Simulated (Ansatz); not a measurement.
NbAu2 (space group P6/mmm)

```cif
data_Au2Nb
_chemical_formula_sum 'Nb1 Au2'
_space_group_name_H-M_alt 'P6/mmm'
_space_group_IT_number 191
_space_group_name_Hall '-P 6 2'
_cell_length_a 4.66046
_cell_length_b 4.66046
_cell_length_c 2.74609
_cell_angle_alpha 90.000
_cell_angle_beta 90.000
_cell_angle_gamma 120.000
loop_
_atom_site_label
_atom_site_type_symbol
_atom_site_symmetry_multiplicity
_atom_site_Wyckoff_symbol
_atom_site_fract_x
_atom_site_fract_y
_atom_site_fract_z
_atom_site_occupancy
Nb1 Nb 1 a 0.00000 0.00000 0.00000 1
Au1 Au 2 d 0.33333 0.66667 0.50000 1
```

Two coordinates are scanned: the volume, and the ratio of the stretch along z (the conventional c axis) to the stretch across it. Atoms keep their fractional coordinates.

Level of theory: r2SCAN (plane waves to 500 eV, PAW, scalar-relativistic; Ansatz, a program for electronic structure). k mesh 12×12×17 (Γ-centred), Fermi-Dirac smearing 0.05 eV. Energies are smeared free energies. With partly filled bands, the response to shear is sensitive to the k mesh, so small differences along c/a are uncertain. NbAu2 is run without spin polarisation. NbAu2 was relaxed with its symmetry unable to fall. Spin-orbit coupling is left out, though Au is heavy. ΔE is measured from the relaxed starting cell.

### Question
Give the computed ΔE (kJ/mol of atoms) at all points of the grid V/V₀ = 0.960, 0.973, 0.987, 1.000, 1.013, 1.027, 1.040 by (c/a)/(c/a)₀ = 0.960, 0.973, 0.987, 1.000, 1.013, 1.027, 1.040.

### Answer
ΔE (kJ/mol of atoms), with V/V₀ across and (c/a)/(c/a)₀ down:

```
(c/a)/(c/a)₀ \ V/V₀  0.960  0.973  0.987  1.000  1.013  1.027  1.040
-------------------  -----  -----  -----  -----  -----  -----  -----
0.960                  3.9    2.8    2.1    1.8    1.9    2.3    3.0
0.973                  2.7    1.7    1.0    0.8    0.9    1.4    2.1
0.987                  2.0    1.0    0.4    0.2    0.3    0.8    1.6
1.000                  1.8    0.8    0.2    0.0    0.2    0.7    1.5
1.013                  1.9    0.9    0.4    0.2    0.3    0.9    1.7
1.027                  2.5    1.5    0.9    0.7    0.8    1.3    2.1
1.040                  3.4    2.4    1.7    1.5    1.6    2.0    2.8
```

(A scan under strain: stresses follow from slopes of the energy per volume, elastic moduli from its curvatures.)
